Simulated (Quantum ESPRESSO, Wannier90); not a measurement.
## Tight-binding from DFT: Si (P6₃/mmc, model phase)

Cell from Materials Project (mp-165), symmetrised, no further relaxation. This isn't the element's usual structure (diamond); take it as a model of another phase. Computed values, not measurements, from PBEsol: Quantum ESPRESSO (norm-conserving PseudoDojo potentials, cutoff 29 Ry, no spin polarisation, no spin-orbit coupling) on a Γ-centred 12×12×6 mesh, then Wannier90. Density: 12×12×6 mesh, Gaussian smearing 0.01 Ry.

```
begin unit_cell_cart
ang
    3.8313198051    0.0000000000    0.0000000000
   -1.9156599026    3.3180202813    0.0000000000
    0.0000000000    0.0000000000    6.3326200000
end unit_cell_cart
mp_grid = 12 12 6
```

Neighbour vectors b of the finite-difference formula (Å⁻¹), by shell:

```tsv
shell	b_x	b_y	b_z
1	0.00000	0.15781	0.00000
1	0.13666	0.07890	0.00000
1	0.00000	-0.15781	0.00000
1	0.13666	-0.07890	0.00000
1	-0.13666	-0.07890	0.00000
1	-0.13666	0.07890	0.00000
2	0.00000	0.00000	0.16537
2	0.00000	0.00000	-0.16537
```

**Question.** Find the weights w_b from the completeness condition Σ_b w_b b_α b_β = δ_αβ.

**Answer.** Shell 1: Σ b_x² = 0.075, Σ b_y² = 0.075, Σ b_z² = 0.000 Å⁻²
Shell 2: Σ b_x² = 0.000, Σ b_y² = 0.000, Σ b_z² = 0.055 Å⁻²
Each of the three diagonal sums, weighted, has to give 1 and the off-diagonal ones 0, which holds for w_1 = 13.4 Å², w_2 = 18.3 Å². Check on xx: 13.39×0.075 + 18.28×0.000 = 1.00.

On this mesh the 8 functions of bands 1-8 (valence bands; start: s functions at the bond centres, conv_tol = 1.0e-6) end with spreads 2.2119, 2.2119, 2.2119, 2.2980, 2.2980, 2.2119, 2.2119, 2.2119 Å², Ω_I = 16.8302 Å² and Ω_D = 0.0108 Å².

Ω_total is the sum of the spreads, 17.867 Å². Ω_OD = Ω_total − Ω_I − Ω_D = 1.026 Å². Only (Ω_D + Ω_OD)/Ω_total = 5.8 % depends on the gauge, and another start could lower the total by that share at most. The rms radius is √(Ω_total/8) = 1.49 Å.
